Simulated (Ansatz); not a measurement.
A geometry of Li away from equilibrium: the start of the relaxation of a generated cell, Li placed in the AFLOW prototype A_oP8_62_2c (A_c). Computed with PBE (plane waves to 420 eV, PAW, scalar-relativistic; Ansatz, an electronic-structure program). Γ-centred k-mesh 5×7×7 on the run's cell (coarser than for final values), Fermi–Dirac smearing 0.05 eV.

```xyz
8
Lattice="6.8898 0.0000 0.0000 0.0000 4.8837 0.0000 0.0000 0.0000 5.0533" Properties=species:S:1:pos:R:3:forces:R:3 pbc="T T T" free_energy=-1636.647 pressure_GPa=-0.2
Li     3.1969     1.2209     1.4756    0.2487    0.0000    0.0045
Li     6.6417     1.2209     1.0511    0.2487    0.0000   -0.0045
Li     3.6929     3.6628     3.5778   -0.2487    0.0000   -0.0045
Li     0.2480     3.6628     4.0022   -0.2487    0.0000    0.0045
Li     1.2470     1.2209     3.3251    0.1911    0.0000    0.3926
Li     4.6919     1.2209     4.2549    0.1911    0.0000   -0.3926
Li     5.6427     3.6628     1.7282   -0.1911    0.0000   -0.3926
Li     2.1978     3.6628     0.7984   -0.1911    0.0000    0.3926
```

Positions in Å, forces in eV/Å, free energy of the cell in eV (comparable only within this code, potentials and settings). Largest force: 0.44 eV/Å, on Li5, Li6, Li7, Li8 (atoms numbered as listed); the geometry lies 0.11 eV/atom above the end of its relaxation.

No spin polarisation in the result.

The run could not lose the symmetry of its start: the end is stationary, and may be a saddle point rather than a minimum.

The end of the path is a generated cell of Li: the first start was made by placing the elements on the sites of a structure type, and the end was not matched to a known phase here, so it may be hypothetical. Known forms of Li include space group No. 229.
